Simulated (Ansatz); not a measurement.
The cell below belongs to a search over invented structures; it isn't taken from experiment.

Input and command of a plane-wave DFT calculation in Ansatz:

```yaml
crystal:
  lattice:
    - [4.85022681, 0.0, 0.0]
    - [0.0, 4.85022681, 0.0]
    - [0.0, 0.0, 6.25793342]
  atoms:
    - { symbol: Ca, position: [0.5, 0.0, 0.89714949] }
    - { symbol: Ca, position: [0.0, 0.5, 0.89714949] }
    - { symbol: Ca, position: [0.0, 0.0, 0.33334838] }
    - { symbol: "Y", position: [0.5, 0.5, 0.51824686] }
    - { symbol: "Y", position: [0.5, 0.5, 0.06023206] }
basis:
  ecutwfc: 420
kpoints:
  mp_grid: { grid: [4, 4, 3] }
hamiltonian:
  xc: pbe
scf:
  occupations: { method: gaussian, width: 0.2 }
  lower_state_search: "off"
output:
  forces: true
  stress: true
  eigenvalues: true
relax:
  adjacent_minimum: "off"
  f_tol: 0.08
  max_steps: 16
  cell: { stress_tol: 0.8 }
```

```bash
ansatz run input.yaml --threads 1 --pin off --max-ram 2560MiB --backend cpu --events-out ev --progress --plain --runs-dir out
```

Processor: Intel(R) Xeon(R) Platinum 8488C (Sapphire Rapids), 1 thread, on a host shared with other jobs.

Q: How long does it run, and how much memory does it take?

A: About 68 s, peak memory 0.46 GiB. It solves 32 bands at 12 k points (after reduction by symmetry) with about 3797 plane waves (on the last cell), in 97 SCF iterations over 15 ionic steps.
